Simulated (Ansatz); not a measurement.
YSnGe:
```
CELL_PARAMETERS angstrom
      2.12509    -8.35998     0.00000
      2.12509     8.35998     0.00000
      0.00000     0.00000     4.03030
ATOMIC_POSITIONS crystal
  Y  0.40403 0.59597 0.25000
  Y  0.59597 0.40403 0.75000
  Sn 0.75583 0.24417 0.25000
  Sn 0.24417 0.75583 0.75000
  Ge 0.04964 0.95036 0.25000
  Ge 0.95036 0.04964 0.75000
```

Relaxed with r²SCAN. Special points in fractions of this cell's reciprocal vectors: Γ (0.000, 0.000, 0.000); Y (-0.500, 0.500, 0.000); C0 (-0.266, 0.734, 0.000); Σ0 (0.266, 0.266, 0.000); Z (0.000, 0.000, 0.500); A0 (0.266, 0.266, 0.500); E0 (-0.266, 0.734, 0.500); T (-0.500, 0.500, 0.500); S (0.000, 0.500, 0.000); R (0.000, 0.500, 0.500).

Problem. List the band energies nearest the Fermi level at these points for r²SCAN (plane waves, PAW; program Ansatz).

Solution. In eV from the Fermi level; about four levels below and three above (degenerate sets whole), none deeper than 8.9 eV; points with the same levels are listed once.

```csv
k,below,above
Γ,-1.78 -1.38 -1.30 -0.46,0.52 2.53 2.85 2.85
Y,-1.72 -1.27 -0.83 -0.31,0.89 2.20 2.32
C0,-2.34 -2.26 -2.15 -0.57,0.40 1.14 1.33
Z,-1.37 -1.37 -0.34 -0.34,0.97 0.97 0.98 0.98
A0,-2.31 -2.31 -1.07 -1.07,2.83 2.83 3.81 3.81
T,-1.71 -1.71 -1.27 -1.27,0.53 0.53 1.18 1.18
S,-2.73 -2.27 -1.57 -0.93,0.46 1.18 1.30
R,-2.27 -2.27 -1.07 -1.07,3.04 3.04 3.52 3.52
```

Space group Cmcm. The workflow started from a Materials Project entry (that database holds measured and hypothetical structures alike); the Crystallography Open Database copy checked does not list it. Its standing as an ambient phase is unchecked. The r²SCAN relaxation kept the symmetry of its start; whether a distortion lowers the energy is not shown. No spin polarisation was allowed. Spin–orbit coupling is left out wherever it is not named.

Potentials: the later of the program's two PAW sets.
